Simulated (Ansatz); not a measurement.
Given:

Ti3AlC2 (space group P6_3/mmc)

```xyz
12
Lattice="3.0507 0.0000 0.0000 -1.5254 2.6420 0.0000 0.0000 0.0000 18.5001" Properties=species:S:1:pos:R:3 pbc="T T T"
Ti     1.5254     0.8807     6.9029
Ti     0.0000     1.7613    11.5972
Ti     0.0000     1.7613    16.1529
Ti     1.5254     0.8807     2.3472
Ti     0.0000     0.0000     9.2500
Ti     0.0000     0.0000     0.0000
Al     0.0000     0.0000    13.8751
Al     0.0000     0.0000     4.6250
C      0.0000     1.7613     7.9701
C      1.5254     0.8807    10.5299
C      1.5254     0.8807    17.2202
C      0.0000     1.7613     1.2799
```

The volume is varied about the relaxed value V₀ at fixed cell shape. The atoms relax within the cell's symmetry.

Method: PBEsol (plane waves to 420 eV, PAW, scalar-relativistic; Ansatz, a first-principles code). k mesh 14×14×2 (Γ-centred), Fermi-Dirac smearing 0.05 eV. Energies are smeared free energies. Compression counts positive. With the shape held, the modulus is that of even scaling; a crystal free to change shape is softer. Ti3AlC2 is run without spin polarisation. Ti3AlC2 was relaxed with its symmetry unable to fall. ΔE is measured from the relaxed starting cell.

The scan covers V/V₀ from 0.900 to 1.100 in 9 points.

### Question
What is the fitted pressure derivative B₀′?

### Answer
4.3.

### Question
What bulk modulus at fixed cell shape B₀ follows from a third-order Birch-Murnaghan fit?

### Answer
168 GPa.

(A scan under strain: stresses follow from slopes of the energy per volume, elastic moduli from its curvatures.)
